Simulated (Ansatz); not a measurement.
InAs with Zr replacing In: do the settings matter for the field gradients?

This input was run with Ansatz:

```yaml
crystal:
  lattice:
    - [0.0, 9.054, 9.054]
    - [9.054, 0.0, 9.054]
    - [9.054, 9.054, 0.0]
  atoms:
    - { symbol: Zr, position: [0.0, 0.0, 0.0] }
    - { symbol: In, position: [0.0, 0.0, 0.3333333333] }
    - { symbol: In, position: [0.0, 0.0, 0.6666666667] }
    - { symbol: In, position: [0.0, 0.3333333333, 0.0] }
    - { symbol: In, position: [0.0, 0.3333333333, 0.3333333333] }
    - { symbol: In, position: [0.0, 0.3333333333, 0.6666666667] }
    - { symbol: In, position: [0.0, 0.6666666667, 0.0] }
    - { symbol: In, position: [0.0, 0.6666666667, 0.3333333333] }
    - { symbol: In, position: [0.0, 0.6666666667, 0.6666666667] }
    - { symbol: In, position: [0.3333333333, 0.0, 0.0] }
    - { symbol: In, position: [0.3333333333, 0.0, 0.3333333333] }
    - { symbol: In, position: [0.3333333333, 0.0, 0.6666666667] }
    - { symbol: In, position: [0.3333333333, 0.3333333333, 0.0] }
    - { symbol: In, position: [0.3333333333, 0.3333333333, 0.3333333333] }
    - { symbol: In, position: [0.3333333333, 0.3333333333, 0.6666666667] }
    - { symbol: In, position: [0.3333333333, 0.6666666667, 0.0] }
    - { symbol: In, position: [0.3333333333, 0.6666666667, 0.3333333333] }
    - { symbol: In, position: [0.3333333333, 0.6666666667, 0.6666666667] }
    - { symbol: In, position: [0.6666666667, 0.0, 0.0] }
    - { symbol: In, position: [0.6666666667, 0.0, 0.3333333333] }
    - { symbol: In, position: [0.6666666667, 0.0, 0.6666666667] }
    - { symbol: In, position: [0.6666666667, 0.3333333333, 0.0] }
    - { symbol: In, position: [0.6666666667, 0.3333333333, 0.3333333333] }
    - { symbol: In, position: [0.6666666667, 0.3333333333, 0.6666666667] }
    - { symbol: In, position: [0.6666666667, 0.6666666667, 0.0] }
    - { symbol: In, position: [0.6666666667, 0.6666666667, 0.3333333333] }
    - { symbol: In, position: [0.6666666667, 0.6666666667, 0.6666666667] }
    - { symbol: As, position: [0.0833333333, 0.0833333333, 0.0833333333] }
    - { symbol: As, position: [0.0833333333, 0.0833333333, 0.4166666667] }
    - { symbol: As, position: [0.0833333333, 0.0833333333, 0.75] }
    - { symbol: As, position: [0.0833333333, 0.4166666667, 0.0833333333] }
    - { symbol: As, position: [0.0833333333, 0.4166666667, 0.4166666667] }
    - { symbol: As, position: [0.0833333333, 0.4166666667, 0.75] }
    - { symbol: As, position: [0.0833333333, 0.75, 0.0833333333] }
    - { symbol: As, position: [0.0833333333, 0.75, 0.4166666667] }
    - { symbol: As, position: [0.0833333333, 0.75, 0.75] }
    - { symbol: As, position: [0.4166666667, 0.0833333333, 0.0833333333] }
    - { symbol: As, position: [0.4166666667, 0.0833333333, 0.4166666667] }
    - { symbol: As, position: [0.4166666667, 0.0833333333, 0.75] }
    - { symbol: As, position: [0.4166666667, 0.4166666667, 0.0833333333] }
    - { symbol: As, position: [0.4166666667, 0.4166666667, 0.4166666667] }
    - { symbol: As, position: [0.4166666667, 0.4166666667, 0.75] }
    - { symbol: As, position: [0.4166666667, 0.75, 0.0833333333] }
    - { symbol: As, position: [0.4166666667, 0.75, 0.4166666667] }
    - { symbol: As, position: [0.4166666667, 0.75, 0.75] }
    - { symbol: As, position: [0.75, 0.0833333333, 0.0833333333] }
    - { symbol: As, position: [0.75, 0.0833333333, 0.4166666667] }
    - { symbol: As, position: [0.75, 0.0833333333, 0.75] }
    - { symbol: As, position: [0.75, 0.4166666667, 0.0833333333] }
    - { symbol: As, position: [0.75, 0.4166666667, 0.4166666667] }
    - { symbol: As, position: [0.75, 0.4166666667, 0.75] }
    - { symbol: As, position: [0.75, 0.75, 0.0833333333] }
    - { symbol: As, position: [0.75, 0.75, 0.4166666667] }
    - { symbol: As, position: [0.75, 0.75, 0.75] }
total_charge: 1
kpoints:
  mp_grid: { grid: [2, 2, 2] }
scf:
  occupations: { method: fixed }
  max_iter: 75
hamiltonian:
  xc: pbe
  pseudopotentials: { kind: paw }
output:
  forces: true
  stress: true
  populations: true
  efg:
    quadrupole_moments_barn: { Zr: -0.176, In: 0.772, As: 0.311 }
    contact_densities: true
```

It converged. Of its output the block on the nuclei alone is shown, without the SCF iterations, energies, forces and stress (one atom of each set):

```
--- PAW observables at the nuclei: V_zz in 10²¹ V/m², potentials from the cell's mean, atoms counted from 1 ---
  atom   1  Zr V_zz =    +0.000000   η = 0.0000   by run symmetry: forbidden   C_q = -0.0000 MHz
            electrostatic potential = -5921.225383 V   contact ρ = 490531.011204 e/Å³
  atom   2  In V_zz =    +3.171514   η = 0.1682   by run symmetry: allowed   C_q = +59.2023 MHz
            electrostatic potential = -7936.858019 V   contact ρ = 1133010.694362 e/Å³
  atom   5  In V_zz =    -0.526877   η = 0.0000   by run symmetry: allowed   C_q = -9.8352 MHz
            electrostatic potential = -7936.980604 V   contact ρ = 1133010.120911 e/Å³
  atom   9  In V_zz =    -0.502739   η = 0.0000   by run symmetry: allowed   C_q = -9.3846 MHz
            electrostatic potential = -7936.959872 V   contact ρ = 1133009.740322 e/Å³
  atom  15  In V_zz =    +0.304613   η = 0.9072   by run symmetry: allowed   C_q = +5.6862 MHz
            electrostatic potential = -7937.016914 V   contact ρ = 1133009.978274 e/Å³
  atom  28  As V_zz =   -10.618697   η = 0.0000   by run symmetry: allowed   C_q = -79.8520 MHz
            electrostatic potential = -4515.072639 V   contact ρ = 235493.411638 e/Å³
  atom  29  As V_zz =    +2.269019   η = 0.3883   by run symmetry: allowed   C_q = +17.0629 MHz
            electrostatic potential = -4515.072620 V   contact ρ = 235495.324715 e/Å³
  atom  33  As V_zz =    -1.024308   η = 0.0622   by run symmetry: allowed   C_q = -7.7027 MHz
            electrostatic potential = -4515.126624 V   contact ρ = 235495.048059 e/Å³
  atom  41  As V_zz =    +0.081797   η = 0.0000   by run symmetry: allowed   C_q = +0.6151 MHz
            electrostatic potential = -4515.201880 V   contact ρ = 235494.913201 e/Å³
  atom  54  As V_zz =    -0.000000   η = 0.0000   by run symmetry: forbidden   C_q = -0.0000 MHz
            electrostatic potential = -4515.183221 V   contact ρ = 235494.897068 e/Å³
```

Q: Can these gradients be trusted, and how do they compare with a run on standard settings?

A: No. Against the standard input the change is `scf.occupations`: {method: fermi_dirac, width: 0.01} → {method: fixed}; `scf.max_iter`: not typed → 75. A site carries the number of its first atom; V_zz in 10²¹ V/m².

| site | atom | V_zz standard | η standard | V_zz here | η here |
| --- | --- | --- | --- | --- | --- |
| Zr | 1 | 0.00 | – | 0.00 | – |
| In2 | 2 | 3.11 | 0.16 | 3.17 | 0.17 |
| In5 | 5 | -0.47 | 0.00 | -0.53 | 0.00 |
| In9 | 9 | -0.47 | 0.00 | -0.50 | 0.00 |
| In15 | 15 | 0.26 | 0.91 | 0.30 | 0.91 |
| As28 | 28 | -10.72 | 0.00 | -10.62 | 0.00 |
| As29 | 29 | 2.14 | 0.37 | 2.27 | 0.39 |
| As33 | 33 | -0.91 | 0.06 | -1.02 | 0.06 |
| As41 | 41 | 0.083 | 0.00 | 0.082 | 0.00 |

The largest change of V_zz is on As29, from 2.14 to 2.27. In per cent, |V_zz| changes by +2 on In, -1 to +6 on As (all sites that start above 2). Other sites without a gradient aren't listed. SCF iterations: 9 and 9. The changed input holds fixed occupations, which suit only a cell with a gap, so its numbers aren't properties of the crystal.

On the reference run: The run isn't spin-polarised, and a state with spin may lie lower. The defect repeats with the cell of 54 atoms, so it feels its images: sites between two images don't show the values beside a lone defect, and zeros or small values of η there can come from the images' arrangement. A uniform background compensates the cell's charge. The defect cell has no gap above 0.1 eV on its mesh, so the values can hang on the smearing and the k-mesh. Without spin–orbit coupling (the program notes it for In and Zr) the gradients can shift somewhat, as the gap is small. The neighbours have not yet relaxed around the defect (largest force 0.39 eV/Å), so a real crystal will differ.
